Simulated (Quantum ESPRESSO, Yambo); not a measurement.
**G0W0 results for BaO2 at -1.5 % isotropic strain**

```
CELL_PARAMETERS angstrom
     -1.85737     1.85737     3.32442
      1.85737    -1.85737     3.32442
      1.85737     1.85737    -3.32442
ATOMIC_POSITIONS crystal
  O  0.38996 0.38996 0.00000
  O  0.61004 0.61004 0.00000
  Ba 0.00000 0.00000 0.00000
```

The PBEsol cell relaxed from Materials Project entry mp-1105 was given an isotropic strain of -1.5 % on all lattice vectors, and the atoms were relaxed again.

Starting point: PBEsol (pw.x of Quantum ESPRESSO, ONCV potentials, scalar-relativistic). G0W0 in Yambo: 4×4×4 Γ-centred k mesh, 94 bands and a 8 Ry block in the screening, 94 bands in G with the Bruneval-Gonze terminator, plasmon pole fitted at 27.2 eV.

```json
{
  "PBEsol gap along the band path": "2.06 eV",
  "PBEsol gap between the mesh's edge points (Z → Z)": "2.06 eV",
  "G0W0 gap between the same points": "3.71 eV"
}
```

| k point | band | E PBEsol (eV) | E QP (eV) | shift (eV) | Z |
|---|---|---|---|---|---|
| Γ | VB | -1.30 | -2.46 | -1.16 | 0.79 |
| Γ | CB | 3.32 | 4.12 | 0.80 | 0.85 |
| N | VB | -0.44 | -1.44 | -1.01 | 0.79 |
| N | CB | 3.25 | 4.61 | 1.36 | 0.82 |
| Z | VB | 0.00 | -0.96 | -0.96 | 0.79 |
| Z | CB | 2.06 | 2.75 | 0.69 | 0.86 |

Energies count from the PBEsol valence-band maximum.

Convergence of the G0W0 settings was not tested.
